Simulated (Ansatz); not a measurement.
The relaxed structure here is a generated cell of Ta2Si: the first start was made by placing the elements on the sites of a structure type, and the end was not matched to a known phase here, so it may be hypothetical.

The start is a generated cell, Ta2Si built in the Ni2In structure type. A full variable-cell relaxation at zero pressure is run with r2SCAN (plane waves to 500 eV, PAW, scalar-relativistic; Ansatz, a program for electronic structure). The first steps use a coarse 6×6×5 k-mesh.

Starting cell:
```yaml
crystal:
  lattice:
    - [4.26987, 0.00000, 0.00000]
    - [-2.13494, 3.69782, 0.00000]
    - [0.00000, 0.00000, 5.23177]
  atoms:
    - { symbol: Si, position: [0.33333, 0.66667, 0.25000] }
    - { symbol: Si, position: [0.66667, 0.33333, 0.75000] }
    - { symbol: Ta, position: [0.00000, 0.00000, 0.00000] }
    - { symbol: Ta, position: [0.00000, 0.00000, 0.50000] }
    - { symbol: Ta, position: [0.33333, 0.66667, 0.75000] }
    - { symbol: Ta, position: [0.66667, 0.33333, 0.25000] }
```

Question: How large is the pressure on the unrelaxed cell, and of which sign?

Answer: +45 GPa (positive: the cell is compressed).

Question: How much energy is released per atom?

Answer: 0.31 eV/atom.

Question: How do the shortest distances between atoms change?

Answer: The closest pairs of elements (up to four, under 3.6 Å), start → end: Si–Ta 2.47 → 2.63 Å; Ta–Ta 2.62 → 2.69 Å; Si–Si 3.59 → 3.76 Å.

Question: What band gap does the relaxed structure have at this level?

Answer: No gap (metallic).

Question: What does it relax into? Give the structure.

Answer: 
Space group P6₃/mmc (No. 194); a = b = 4.555 Å, c = 5.379 Å, α = β = 90.00°, γ = 120.00°

```json
[
 {"atom": "Si", "site": "2c", "symmetry": "-6m2", "x": "0.3333", "y": "0.6667", "z": "0.2500"},
 {"atom": "Ta", "site": "2a", "symmetry": "-3m.", "x": "0.0000", "y": "0.0000", "z": "0.0000"},
 {"atom": "Ta", "site": "2d", "symmetry": "-6m2", "x": "0.6667", "y": "0.3333", "z": "0.2500"}
]
```

The space group stays P6₃/mmc (No. 194) (the run could not lower it); the end is AFLOW prototype AB2_hP6_194_c_ad (B8_2, as in InNi2), with 6 atoms in the primitive cell. Final values are on a 12×12×9 k-mesh of the relaxed cell. No spin polarisation in the result.

The run could not lower the symmetry of its start; a shaken copy of this end point relaxes with r2SCAN to Cmcm (No. 63), 0.20 eV/atom lower.
